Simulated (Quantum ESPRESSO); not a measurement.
Kohn-Sham bands of HfS$_{2}$ (CdI2 type)

```xyz
3
Lattice="3.6397 0.0000 0.0000 -1.8198 3.1520 0.0000 0.0000 0.0000 6.0556" Properties=species:S:1:pos:R:3 pbc="T T T"
Hf     0.0000     0.0000     0.0000
S     -1.8198     1.0507    -1.4294
S      1.8198    -1.0507     1.4294
```

Materials Project entry mp-985829; symmetrised, unrelaxed at this level. Not found in the COD (Crystallography Open Database) copy used; not checked further. Method: PBEsol plane waves in Quantum ESPRESSO 7.5 (PseudoDojo norm-conserving files, 47 Ry, no spin polarisation, no spin-orbit coupling), Bloch states on a 12×12×6 mesh through Γ, Wannier90 4.0.1. Density: 12×12×6 mesh, cold smearing 0.01 Ry. The cell is built of weakly bound layers, chains or molecules, whose nearest atoms lie 3.83 Å apart. Database cells relaxed without dispersion often hold them too far apart, which can enlarge gaps and weakens couplings between them; spacing and stacking were not compared with the measured crystal. Spin-orbit coupling is left out although heavy elements are present.

Question: List the Kohn-Sham levels between −8 and 4.1 eV relative to the valence-band maximum at the high-symmetry points, as a band run of pw.x on that density gives them (levels within 2 meV counted together).

Answer: 
```json
[
 {"point": "Γ", "k (reciprocal lattice)": "0.000 0.000 0.000", "levels (eV)": "-4.59, -2.76 (×2), -0.06, -0.03 (×2), 1.98 (×2), 2.65"},
 {"point": "M", "k (reciprocal lattice)": "0.500 0.000 0.000", "levels (eV)": "-4.83, -2.87, -2.45, -2.41, -1.76, -1.24, 1.27, 4.02, 4.03"},
 {"point": "K", "k (reciprocal lattice)": "0.333 0.333 0.000", "levels (eV)": "-3.96, -3.48 (×2), -2.04 (×2), -1.63, 2.56, 3.71 (×2)"},
 {"point": "A", "k (reciprocal lattice)": "0.000 0.000 0.500", "levels (eV)": "-3.68, -2.74 (×2), -1.63, -0.12 (×2), 1.94 (×2), 2.90"},
 {"point": "L", "k (reciprocal lattice)": "0.500 0.000 0.500", "levels (eV)": "-4.92, -3.34, -2.55, -2.29, -1.06, -0.91, 1.12, 4.02, 4.06"},
 {"point": "H", "k (reciprocal lattice)": "0.333 0.333 0.500", "levels (eV)": "-3.74, -3.63 (×2), -2.05, -1.76 (×2), 2.73, 3.41 (×2)"}
]
```
